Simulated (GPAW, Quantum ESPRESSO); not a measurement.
Fitting the PBE energy curve of LiBe

Symmetry: Pm-3m, No. 221, cubic system. Conventional cell: a = 2.811 Å, b = 2.811 Å, c = 2.811 Å, α = 90.00°, β = 90.00°, γ = 90.00°. Be (site symmetry m-3m) is surrounded by 8 Li at 2.43 Å. Li (site symmetry m-3m) has 8 Be at 2.43 Å as nearest neighbours.

The cell comes from a database or a generator and needn't be the stable form of this composition.

The cell was scaled at fixed shape and fractions and run with Quantum ESPRESSO, SSSP 1.3 efficiency PBE, cutoff 748 eV; PBE, k mesh 9 × 9 × 9 on the cell of 2 atoms, fermi-dirac occupations of 0.05 eV, no spin polarisation, no spin-orbit coupling. Energies are those that the program minimises, any entropy of the smearing included. For a metal such a mesh isn't converged to the digits shown.

```csv
V (Å³/atom),energy over the lowest row (meV/atom)
10.4412,8.835
10.6634,4.275
10.8855,1.379
11.1077,0.000
11.3298,?
11.5520,1.280
11.7741,3.702
```

Task: Fit the third-order Birch-Murnaghan form, give V0, B0 and B′, and predict the energy left open.

Result: With y = (V0/V)^(2/3), E = E0 + (9 V0 B0/16) [(y - 1)³ B′ + (y - 1)² (6 - 4y)]. Least squares through the rows shown give V0 = 11.2167 Å³/atom, E0 = -0.161 meV, B0 = 48.17 GPa (1 eV/Å³ = 160.218 GPa) and B′ = 3.62, with a largest miss of 0.002 meV. At V = 11.3298 the form with these constants gives 0.008 meV; the run gave 0.007 meV an atom. Other set-ups at this level, from all their volumes (Å³/atom, GPa): GPAW, GPAW PAW data sets (gpaw-data 1.2.1): V0 11.363, B0 48.37.
